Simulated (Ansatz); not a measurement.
# Cu: from a starting cell to a relaxed one

The start is a generated cell, Cu built in the bcc structure type. The cell and all atomic positions are relaxed at zero pressure with r2SCAN (plane waves to 500 eV, PAW, scalar-relativistic; Ansatz, an electronic-structure program). The first steps use a coarse 16×16×16 k-mesh.

Input geometry:
```
CELL_PARAMETERS angstrom
     -1.43263     1.43263     1.43263
      1.43263    -1.43263     1.43263
      1.43263     1.43263    -1.43263
ATOMIC_POSITIONS crystal
  Cu 0.00000 0.00000 0.00000
```

* **Outcome**: The space group stays Im-3m (No. 229) (the run could not lower it); the end is bcc (W type), with 1 atom in the primitive cell
* **Energy released**: under 0.01 eV/atom
* **Shortest distances (start → end)**: The closest pairs of elements (up to four, under 3.6 Å), start → end: Cu–Cu 2.48 → 2.46 Å
* **Band gap at the end**: no gap (metallic)
* **Optimiser moves**: 6

The end point of the relaxation:

Space group Im-3m (No. 229); a = b = c = 2.8422 Å, α = β = γ = 90.00°

```json
[
 {"atom": "Cu", "site": "2a", "symmetry": "m-3m", "x": "0.0000", "y": "0.0000", "z": "0.0000"}
]
```
(The calculation used a cell of 1 atom; values per cell refer to that cell.)

Final values are on a 23×23×23 k-mesh of the relaxed cell. No spin polarisation in the result.

The run could not lower the symmetry of its start; a shaken copy of this end point relaxes with r2SCAN to Fm-3m (No. 225), 0.04 eV/atom lower.

The relaxed structure here is a generated cell of Cu: the first start was made by placing the elements on the sites of a structure type, and the end was not matched to a known phase here, so it may be hypothetical. Known forms of Cu include space group No. 225.
